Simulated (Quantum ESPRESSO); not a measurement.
## IrW5AlPd (a guest atom moved from site to site)

A calculation, not a measurement. The program is pw.x of Quantum ESPRESSO 7.5 (plane-wave density functional theory). The cell is made up: eight metal atoms on a face-centred cubic lattice, with elements, volume, strain and displacements drawn at random and not relaxed, so it may be unstable or far from any real phase. PseudoDojo standard norm-conserving files set the functional (PBE unless stated); there is no spin polarisation or spin-orbit coupling, the Fermi-Dirac width of 0.25 eV means electrons at about 2900 K, and the masses in the input are unused placeholders. Heavy elements are run without spin-orbit coupling, which real alloys of them have. A spin test at this wide smearing found no moment, but such smearing suppresses magnetism that the real alloy may have.

The runs move one Ir atom among sites that otherwise hold W. Cell, positions, cutoff, mesh and smearing stay as in the input of run 1; sites are counted in its order. Stress in the tables is positive in tension.

Input of run 1:

```
&control calculation='scf', pseudo_dir='./dojo.nc.sr.pbe.v0_5.standard.upf', outdir='./o', disk_io='medium', tprnfor=.true., tstress=.true. /
&system ibrav=0, nat=8, ntyp=4, nbnd=71, ecutwfc=82.02448710, nosym=.true., tot_charge=0,
 occupations='smearing', smearing='fd', degauss=0.0183746611
/
&electrons conv_thr=1.470e-08, electron_maxstep=70, mixing_beta=0.5 /
ATOMIC_SPECIES
Al 1.0 Al.upf
Ir 1.0 Ir.upf
Pd 1.0 Pd.upf
W 1.0 W.upf
CELL_PARAMETERS angstrom
0.0445 -0.0221 -4.0233
3.9005 0.0045 -0.0445
-0.009 -8.0735 -0.0442
ATOMIC_POSITIONS angstrom
Ir 0.0052 -0.0428 -0.0157
W 0.0211 -4.0463 -0.0879
Al 1.9444 -1.9936 -0.0716
W 1.9539 -6.0146 -0.0834
W -0.099 -1.937 -2.0272
W 0.0843 -6.1049 -2.0293
Pd 1.9532 -0.0743 -1.9639
W 1.9978 -4.0316 -2.0608
K_POINTS automatic
6 6 3 1 1 1
```

| run | elements on sites 1 to 8 | free energy less that of run 1 (eV) | -TS (eV) | pressure (GPa) | stress xx (GPa) | stress yy (GPa) | stress zz (GPa) | stress yz (GPa) | stress xz (GPa) | stress xy (GPa) | iterations |
| --- | --- | --- | --- | --- | --- | --- | --- | --- | --- | --- | --- |
| 1 | Ir W Al W W W Pd W | 0.000 | -1.420 | -0.47 | 0.06 | -0.01 | 1.34 | 0.54 | -1.38 | 1.64 | 19 |
| 2 | W Ir Al W W W Pd W | -0.046 | -1.409 | -1.04 | -1.68 | 3.28 | 1.52 | 0.37 | -2.61 | 1.91 | 20 |
| 3 | W W Al Ir W W Pd W | -0.088 | -1.385 | -1.77 | -3.58 | 4.40 | 4.51 | 1.07 | -2.61 | 1.65 | 19 |
| 4 | W W Al W Ir W Pd W | -0.026 | -1.426 | -0.35 | -0.18 | -2.27 | 3.51 | 0.44 | -1.30 | 2.04 | 19 |
| 5 | W W Al W W Ir Pd W | 0.008 | -1.396 | -1.15 | -2.00 | 3.79 | 1.66 | 0.56 | -2.69 | 1.46 | 19 |

Forces Fx Fy Fz (eV/Å):

| site | run 1 | run 2 | run 3 | run 4 | run 5 |
| --- | --- | --- | --- | --- | --- |
| 1 | -0.12 0.42 0.64 | -0.21 0.72 0.55 | -0.16 1.31 0.48 | -0.13 0.78 0.44 | -0.11 1.34 0.49 |
| 2 | -0.19 1.38 0.52 | 0.06 0.40 0.46 | -0.14 0.36 0.58 | 0.06 1.08 0.46 | -0.12 0.10 0.54 |
| 3 | -0.53 0.46 0.30 | -0.52 -0.67 0.32 | -0.48 -0.30 0.29 | -0.14 0.07 0.20 | -0.51 -0.18 0.30 |
| 4 | 0.18 -2.60 0.41 | 0.39 -0.58 0.49 | 0.18 -1.24 0.33 | 0.34 -2.23 0.57 | 0.19 -1.14 0.44 |
| 5 | 1.47 -1.37 -0.26 | 1.38 -1.46 -0.33 | 1.61 -1.33 -0.35 | 1.02 -1.50 -0.27 | 1.54 -1.28 -0.29 |
| 6 | -0.51 -0.82 -0.31 | -0.70 0.19 -0.44 | -0.54 -0.16 -0.32 | -0.74 -0.94 -0.43 | -0.52 -0.16 -0.34 |
| 7 | -0.09 0.90 -0.67 | -0.10 0.97 -0.57 | -0.20 1.21 -0.40 | -0.21 1.18 -0.49 | -0.22 1.20 -0.56 |
| 8 | -0.20 1.63 -0.64 | -0.31 0.44 -0.48 | -0.27 0.14 -0.62 | -0.19 1.57 -0.48 | -0.24 0.12 -0.57 |

The sites are displaced and not relaxed, so the energy differences hold strain from misfit and are not ordering energies. A rerun of one cell of this series at a higher cutoff and on a denser mesh moved values by no more than 0.005 eV in energy, 0.08 GPa in stress and 0.006 eV/Å in force, and a second program with other atomic files agreed on that cell to 2 % rms in force and 0.5 GPa in pressure.